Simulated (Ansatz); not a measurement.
Sensitivity of the gradients in Sb2Se3 to the input

Cell: a Materials Project structure (computed, not necessarily an observed phase), atoms as given.

Space group Pnma (No. 62); a = 13.0502, b = 3.9642, c = 14.3109 Å.

| site | Wyckoff | site symmetry | x | y | z |
| --- | --- | --- | --- | --- | --- |
| Sb1 | 4c | .m. | 0.8936 | 0.2500 | 0.7371 |
| Sb5 | 4c | .m. | 0.6543 | 0.2500 | 0.6148 |
| Se9 | 4c | .m. | 0.2144 | 0.2500 | 0.4322 |
| Se10 | 4c | .m. | 0.2053 | 0.2500 | 0.7079 |
| Se15 | 4c | .m. | 0.0402 | 0.2500 | 0.1472 |

One atom of each set is listed.

Reference run. The numbers come from a DFT calculation in Ansatz (PBE, plane waves and PAW, scalar-relativistic, 420 eV cutoff, Γ-centred 3×7×2 k-points, Fermi–Dirac smearing 0.02 eV).

Task: The input is changed as follows: `kpoints.mp_grid.grid`: [3, 7, 2] → [4, 9, 2]; `scf.mixing.algorithm`: not typed → anderson; `scf.mixing.beta`: not typed → 0.9; `scf.mixing.ndim`: not typed → 16; `kpoints.mp_grid.shift`: not typed → [0.5, 0.5, 0.5]. What happens to V_zz (10²¹ V/m²) and η?

Result: 

```tsv
site	V_zz reference	η reference	V_zz changed	η changed
Sb1	-20.0	0.06	-20.1	0.06
Sb5	-16.56	0.17	-16.56	0.17
Se9	-28.6	0.37	-28.6	0.38
Se10	-43.2	0.15	-43.1	0.15
Se15	-29.9	0.21	-29.9	0.22
```

The largest change of V_zz is on Se10, from -43.2 to -43.1. SCF iterations: 9 and 9. New warnings: xc potential rough in thin density.

On the reference run: Without spin–orbit coupling (the program notes it for Sb) the gradients can shift somewhat, as the gap is small. With these PAW files V_zz is typically within 2 to 3 % of all-electron values, but misses above 10 % occur on Sb. With a gap of 0.5 eV on this mesh, the gradients can still move by some per cent as the k-mesh gets denser.
